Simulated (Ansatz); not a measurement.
The relaxed structure here is a generated cell of TiAl3: the first start was made by placing the elements on the sites of a structure type, and the end was not matched to a known phase here, so it may be hypothetical. Known forms of TiAl3 include space group No. 139.

A relaxed structure of TiAl3. Space group Im-3m (No. 229), AFLOW prototype A3B_cI8_229_b_a (as in H3S). All values below come from r2SCAN (plane waves to 500 eV, PAW, scalar-relativistic; Ansatz, a quantum-chemistry and plane-wave program).

```cif
data_Al6Ti2
_chemical_formula_sum 'Al6 Ti2'
_space_group_name_H-M_alt 'Im-3m'
_space_group_IT_number 229
_space_group_name_Hall '-I 4 2 3'
_cell_length_a 5.40613
_cell_length_b 5.40613
_cell_length_c 5.40613
_cell_angle_alpha 90.000
_cell_angle_beta 90.000
_cell_angle_gamma 90.000
loop_
_atom_site_label
_atom_site_type_symbol
_atom_site_symmetry_multiplicity
_atom_site_Wyckoff_symbol
_atom_site_fract_x
_atom_site_fract_y
_atom_site_fract_z
_atom_site_occupancy
Al1 Al 6 b 0.00000 0.00000 0.50000 1
Ti1 Ti 2 a 0.00000 0.00000 0.00000 1
```
(The calculation used a cell of 4 atoms; values per cell refer to that cell.)

```json
{
  "volume_per_atom": "19.75 Å³",
  "band_gap": "zero (metallic)",
  "shortest_distances": "Al–Ti 2.70 Å; Al–Al 2.70 Å",
  "k-mesh": "12×12×12"
}
```

No spin polarisation in the result.

The run could not lower the symmetry of its start; a shaken copy of this end point relaxes with r2SCAN to I4/mmm (No. 139), 1.01 eV/atom lower.
